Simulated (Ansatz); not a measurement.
**RbTi: levels along high-symmetry lines**

```xyz
2
Lattice="4.0064 0.0000 0.0000 0.0000 4.0064 0.0000 0.0000 0.0000 4.0064" Properties=species:S:1:pos:R:3 pbc="T T T"
Rb    0.0000    0.0000    0.0000
Ti    2.0032    2.0032    2.0032
```

Atoms are numbered in the order listed.

The cell was built from the CsCl type and relaxed in the same program, and has space group Pm-3m; it needn't be a known or the stable phase.

Spin polarisation is left out, and whether a magnetic state lies lower isn't shown here.

These are results of DFT, PBEsol, all-electron LAPW, scalar-relativistic (Ansatz 0.2.0), not measurements.

The runs use a Γ-centred 10×10×10 k mesh, Fermi–Dirac smearing of 0.03 eV, basis error target 0.5 meV/atom, no spin polarisation.

Points in fractions of the reciprocal vectors of this cell: Γ (0, 0, 0), X (0, 0.5, 0), M (0.5, 0.5, 0), R (0.5, 0.5, 0.5). The path joins them by straight lines in the order Γ–X–M–Γ–R–X–R–M; legs that retrace an earlier one aren't tabulated. Energies are in eV from the Fermi level.

(1) Metal or insulator at this level of theory?

(2) Tabulate bands 15 to 21, counted from the lowest band of the run, along the path.

## Answers

(1) No gap opens: metallic or semimetallic.

(2) 
```csv
k (1/Å),point,band 15,band 16,band 17,band 18,band 19,band 20,band 21
0.00,Γ,-11.25,-11.25,-3.64,-0.79,-0.79,0.63,0.63
0.11,,-11.25,-11.25,-3.57,-0.77,-0.75,0.62,0.62
0.22,,-11.24,-11.24,-3.35,-0.71,-0.66,0.60,0.60
0.34,,-11.23,-11.23,-3.00,-0.62,-0.54,0.57,0.57
0.45,,-11.22,-11.22,-2.55,-0.52,-0.43,0.54,0.54
0.56,,-11.21,-11.21,-2.04,-0.42,-0.41,0.51,0.51
0.67,,-11.21,-11.21,-1.49,-0.54,-0.34,0.49,0.49
0.78,X,-11.21,-11.21,-1.10,-0.78,-0.31,0.49,0.49
0.90,,-11.23,-11.20,-1.10,-0.75,-0.30,0.47,0.51
1.01,,-11.30,-11.19,-1.10,-0.68,-0.25,0.42,0.59
1.12,,-11.40,-11.18,-1.16,-0.63,-0.10,0.36,0.47
1.23,,-11.51,-11.17,-1.26,-0.62,0.17,0.28,0.35
1.34,,-11.61,-11.16,-1.38,-0.65,0.21,0.24,0.52
1.46,,-11.67,-11.15,-1.46,-0.67,0.17,0.17,0.89
1.57,M,-11.69,-11.14,-1.49,-0.68,0.15,0.15,1.04
1.73,,-11.67,-11.15,-1.44,-0.66,0.17,0.21,0.82
1.89,,-11.61,-11.17,-1.44,-0.60,0.24,0.35,0.44
2.04,,-11.53,-11.19,-1.83,-0.52,0.06,0.34,0.35
2.20,,-11.43,-11.21,-2.46,-0.53,-0.28,0.44,0.45
2.36,,-11.34,-11.23,-3.07,-0.63,-0.55,0.54,0.55
2.52,,-11.27,-11.24,-3.49,-0.74,-0.73,0.60,0.61
2.68,Γ,-11.25,-11.25,-3.64,-0.79,-0.79,0.63,0.63
2.87,,-11.27,-11.27,-3.42,-0.71,-0.71,0.60,0.60
3.07,,-11.33,-11.33,-2.81,-0.50,-0.50,0.50,0.50
3.26,,-11.41,-11.41,-1.97,-0.24,-0.24,0.34,0.37
3.45,,-11.49,-11.49,-1.07,-0.02,0.01,0.01,0.26
3.65,,-11.57,-11.57,-0.30,-0.08,0.14,0.14,0.29
3.84,,-11.61,-11.61,0.02,0.16,0.16,0.41,0.51
4.04,R,-11.63,-11.63,0.17,0.17,0.17,0.72,0.72
4.19,,-11.61,-11.61,0.08,0.12,0.17,0.43,0.47
4.35,,-11.56,-11.55,-0.24,-0.06,0.18,0.19,0.28
4.51,,-11.48,-11.47,-0.63,-0.21,-0.04,0.22,0.29
4.67,,-11.38,-11.38,-0.89,-0.37,-0.18,0.28,0.37
4.83,,-11.29,-11.29,-1.02,-0.55,-0.26,0.36,0.51
4.99,,-11.23,-11.23,-1.09,-0.72,-0.30,0.45,0.53
5.14,X,-11.21,-11.21,-1.10,-0.78,-0.31,0.49,0.49
6.25,R,-11.63,-11.63,0.17,0.17,0.17,0.72,0.72
6.37,,-11.63,-11.61,0.13,0.16,0.16,0.39,0.79
6.48,,-11.64,-11.54,-0.11,0.03,0.13,0.13,0.96
6.59,,-11.65,-11.45,-0.58,-0.13,0.12,0.12,1.05
6.70,,-11.67,-11.34,-0.97,-0.32,0.12,0.12,1.05
6.81,,-11.68,-11.24,-1.25,-0.50,0.14,0.14,1.04
6.93,,-11.69,-11.17,-1.43,-0.63,0.15,0.15,1.04
7.04,M,-11.69,-11.14,-1.49,-0.68,0.15,0.15,1.04
```
